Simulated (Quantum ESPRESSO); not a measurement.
# Planted mistakes on one cell of Si4O6FN

Calculated results; nothing here was measured. They come from pw.x of Quantum ESPRESSO 7.5, a plane-wave density functional program, with PseudoDojo standard norm-conserving files (v0.5 for PBE, v0.4.1 for LDA and PBEsol). The cells are made up: elements, strain and atom displacements were drawn at random, and nothing was relaxed. There is no spin polarisation, spin-orbit coupling or dispersion term.

The cell has 12 sites of a rutile lattice (two cells along c). Sites 1 to 4 hold Si Si Si Si; sites 5 to 12 hold O O O F N O O O. Cell vectors in Å: (4.199, 0.063, 0.048); (0.063, 4.300, 0.022); (0.061, 0.028, 5.415). Settings: PBE, cutoff 1143 eV, 5 x 5 x 4 k mesh shifted by half a step, Fermi-Dirac smearing of 0.025 eV.

The intended run has a self-consistency threshold of 1e-07 eV, a smearing term of 0.000 eV, a pressure of 4.19 GPa and 11 iterations. Each further run changes one thing: all lengths scaled by 0.9949; atoms of sites 6 and 8 exchanged; cutoff 668 eV; files of LDA; k mesh 1 x 1 x 1; one electron added; smearing 0.61 eV; threshold 0.1 eV. A coarse mesh keeps the shift, and a charged cell sits in a uniform background.

| run | change of free energy (eV) | smearing term -TS (eV) | change of P (GPa) | largest change of a force component (eV/Å) | iterations |
| --- | --- | --- | --- | --- | --- |
| A | 0.321 | 0.000 | 0.76 | 5.470 | 12 |
| B | 5.946 | 0.000 | -46.67 | 0.077 | 11 |
| C | 0.019 | 0.000 | -0.24 | 0.152 | 4 |
| D | 0.646 | 0.000 | -14.41 | 0.216 | 11 |
| E | 0.472 | 0.000 | 5.22 | 0.474 | 12 |
| F | 0.061 | 0.000 | 4.54 | 0.138 | 11 |
| G | -0.107 | -0.447 | 1.50 | 0.244 | 11 |
| H | 15.289 | -0.007 | 44.70 | 1.853 | 13 |

A rerun of the intended cell at 1437 eV and k mesh 7 x 7 x 6 moved values by no more than 0.003 eV in the cell's energy, 0.04 GPa in stress and 0.003 eV/Å in force.

Question: which change belongs to which run?

## Worked reading

Run C has the fewest iterations, as a run stopped early does. Run G has the largest smearing term, as wide smearing gives. Run B has a higher energy and the largest fall in pressure, as too small a basis gives. Run F changes the volume by a factor of 0.9848; minus its pressure change over the logarithm of that factor, 296 GPa, is a rough bulk modulus with clamped atoms. Energies from files of another functional, or of a charged cell, have another zero and say nothing on stability; the pressure of a charged cell rests on the program's zero of potential too.

## Key

| run | change |
| --- | --- |
| A | atoms of sites 6 and 8 exchanged |
| B | cutoff 668 eV |
| C | threshold 0.1 eV |
| D | files of LDA |
| E | k mesh 1 x 1 x 1 |
| F | all lengths scaled by 0.9949 |
| G | smearing 0.61 eV |
| H | one electron added |